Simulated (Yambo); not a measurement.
```
CELL_PARAMETERS angstrom
      3.14730     0.00000     0.00000
      0.00000     3.63328     0.00000
      0.00000     0.00000     7.84507
ATOMIC_POSITIONS crystal
  O  0.50000 0.50000 0.95019
  O  0.00000 0.00000 0.04981
  Al 0.50000 0.00000 0.89456
  Al 0.00000 0.50000 0.10544
  Cl 0.00000 0.00000 0.68063
  Cl 0.50000 0.50000 0.31937
```

Response from Yambo on PBEsol (Quantum ESPRESSO, PseudoDojo norm-conserving, 84 Ry, without SOC) bands: 10×10×4 mesh, 68 bands, 3 Ry local-field block, 0.2 eV broadening.

Problem. Give the static electronic dielectric constant without and with local fields along each axis.

Solution. 
```json
[
 {"field along": "x", "ε(0), independent particles": "3.65", "ε(0), RPA with local fields": "3.23", "refractive index √ε": "1.80"},
 {"field along": "y", "ε(0), independent particles": "3.12", "ε(0), RPA with local fields": "2.76", "refractive index √ε": "1.66"},
 {"field along": "z", "ε(0), independent particles": "3.48", "ε(0), RPA with local fields": "2.87", "refractive index √ε": "1.69"}
]
```
Electronic (clamped-ion) response only. PBEsol gaps are usually too small, which raises these values. Convergence of the RPA response with its 10×10×4 mesh was not tested. x, y and z are Cartesian axes of the cell as given.

Geometry relaxed with PBE+D3(BJ).
